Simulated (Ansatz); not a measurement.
W (bcc type), DFT, PBE, all-electron LAPW, scalar-relativistic (Ansatz 0.2.0), on 2 threads of Intel(R) Xeon(R) 6975P-C (Granite Rapids) (shared host).

Command: `ansatz run input.yaml --threads 2 --pin off --max-ram 4096MiB --backend cpu --events-out ev --progress --plain --runs-dir out`

```yaml
crystal:
  lattice:
    - [3.1834185691, 0.0, 0.0]
    - [0.0, 3.1834185691, 0.0]
    - [0.0, 0.0, 3.1834185691]
  atoms:
    - { symbol: W, position: [0.0, 0.0, 0.0] }
    - { symbol: W, position: [0.5, 0.5, 0.5] }
kpoints:
  mp_grid: { grid: [11, 11, 11] }
scf:
  occupations: { method: fermi_dirac, width: 0.08 }
hamiltonian:
  xc: pbe
  pseudopotentials: { kind: all_electron, lapw: { basis_error: 0.001 } }
output:
  forces: true
  stress: true
  eigenvalues: true
```

**Question.** How large is the problem that the program sets up?

**Answer.** 56 irreducible k-points, 341 plane waves at Γ, 53 bands.

**Question.** About how long does it take?

**Answer.** 8.1 s of wall time for 8 SCF iterations. Times on shared machines scatter by tens of per cent.
